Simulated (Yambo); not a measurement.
G0W0@PBEsol for ZnSO$_{4}$ (space group F-43m, No. 216) in Yambo. Reference settings: 2×2×2 Γ-centred k mesh, bands 5 to 171 and a 7 Ry block in the screening, 171 bands in G with the Bruneval-Gonze terminator, plasmon pole fitted at 27.2 eV. The PBEsol gap L → Γ on this mesh is 4.76 eV; G0W0 gaps are taken between the same points.

With and without the terminator, as bands are cut:

| bands in G (in W) | gap, terminator (eV) | gap, none (eV) | valence shift, terminator (eV) | valence shift, none (eV) |
|---|---|---|---|---|
| 66 (171) | 8.062 | 7.840 | -1.783 | -1.156 |
| 112 (171) | 8.033 | 7.876 | -1.792 | -1.412 |
| 171 (171) | 8.032 | 7.950 | -1.797 | -1.583 |

Over this range the gap spans 0.030 eV with the terminator and 0.110 eV without, the valence shift 0.014 eV and 0.427 eV. Neither column has reached its limit for certain.

Geometry of the Materials Project entry, not relaxed at this level; primitive cell a = b = c = 5.4770 Å, α = β = γ = 60.00°.

A shift is the quasiparticle energy of the state minus its PBEsol energy.
